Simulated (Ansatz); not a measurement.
## Notes on CdGaO₃

```
Ga O Cd
1.0
     2.67675    1.54542    4.32460
    -2.67675    1.54542    4.32460
     0.00000   -3.09084    4.32460
Ga O Cd
2 6 2
Direct
  0.00000 0.00000 0.00000
  0.50000 0.50000 0.50000
  0.80480 0.69520 0.25000
  0.25000 0.80480 0.69520
  0.69520 0.25000 0.80480
  0.19520 0.30480 0.75000
  0.75000 0.19520 0.30480
  0.30480 0.75000 0.19520
  0.25000 0.25000 0.25000
  0.75000 0.75000 0.75000
```

The numbers come from plane-wave PAW DFT (Ansatz): r2SCAN, no spin polarisation, 500 eV, 7×7×7 Γ-centred k points, fermi-dirac occupations (width 0.0381 eV). Nothing was relaxed.

Question: Describe some of the short contacts.

Answer: Ga–O at 1.91 Å: least valence density 0.67 e/Å³ and ELF 0.25 there. Cd–O at 2.38 Å: least valence density 0.32 e/Å³ and ELF 0.13 there. These are pseudo-fields; inside the PAW spheres they differ from the all-electron ones.

Question: Is there a gap?

Answer: It is a metal, with about 11 states/eV a cell as the mean within 0.25 eV of the Fermi level, mostly O p (95 %).

Question: What does the stress say?

Answer: The pressure is 4.9 GPa (compression positive), so with the atoms held at these fractions the cell would first expand; the forces are large, so a full relaxation may end otherwise. The principal stresses 4.3, 4.3, 6.0 GPa differ, so its shape would change too.

Question: Which atom feels the largest force, and which way?

Answer: The largest is on O3 (and as large on other atoms): 0.85 eV/Å, components (0.85, 0.00, 0.00). It makes 99° with the line to a nearest neighbour, Ga1 at 1.91 Å.

Question: How is the charge shared?

Answer: Bader charges in e: Cd +1.37, Ga +2.07, O -1.15. In the mean Ga gives up most and O takes most.

Origin: a known structure type with other elements, at an estimated volume, so it need not be a known compound. Caveats: many states at the Fermi level without spin polarisation, so a magnetic state may lie lower.
